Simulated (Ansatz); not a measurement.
Total density of states per atom from plane-wave PAW PBE (Ansatz code), in 0.25 eV bins, energy from the valence-band maximum:

(E (eV), states/eV/atom): (-7.85, 0.10); (-7.60, 0.30); (-7.35, 0.28); (-7.10, 0.25); (-6.85, 0.46); (-6.60, 0.59); (-6.35, 0.28); (-6.10, 0.13); (-5.85, 0.14); (-5.60, 0.20); (-5.35, 0.18); (-5.10, 0.26); (-4.85, 0.30); (-4.60, 0.33); (-4.35, 0.48); (-4.10, 0.29); (-3.85, 0.21); (-3.60, 0.43); (-3.35, 0.52); (-3.10, 0.40); (-2.85, 0.26); (-2.60, 0.32); (-2.35, 0.05); (-2.10, 0.05); (-1.85, 0.19); (-1.60, 0.38); (-1.35, 0.28); (-1.10, 0.28); (-0.85, 0.57); (-0.60, 0.72); (-0.35, 0.17); (-0.10, 0.04); (0.15, 0.00); (0.40, 0.00); (0.65, 0.00); (0.90, 0.00); (1.15, 0.00); (1.40, 0.00); (1.65, 0.00); (1.90, 0.00); (2.15, 0.00); (2.40, 0.00); (2.65, 0.00); (2.90, 0.11); (3.15, 0.48); (3.40, 0.51); (3.65, 0.24); (3.90, 0.20); (4.15, 0.25); (4.40, 0.32); (4.65, 0.28); (4.90, 0.19); (5.15, 0.09); (5.40, 0.00); (5.65, 0.01); (5.90, 0.03); (6.15, 0.05); (6.40, 0.08); (6.65, 0.13); (6.90, 0.20); (7.15, 0.45); (7.40, 0.32); (7.65, 0.21)

Task: Pick the material that matches.
A. SiC, CsCl type
B. C, Pn-3m (C on 24j)
C. Be2C, fluorite or antifluorite type
D. TiC, rock salt

Result: B, C, Pn-3m (C on 24j). Top 1 eV of the valence band: C 2p 98 %. Bottom 1 eV of the conduction band: C 2p 93 %. Projections are on Löwdin-orthogonalised atomic valence shells; empty p or d shells of many metals are not among them.

The start of the workflow was typed in or built on a structure type; neither database checked (COD, Materials Project) lists it. It is not the phase usual at ambient conditions (space group No. 194, 227). The cell was relaxed with PBE under the symmetry of its start; its stability against distortions is not shown here.

Potentials: the later of the program's two PAW sets.
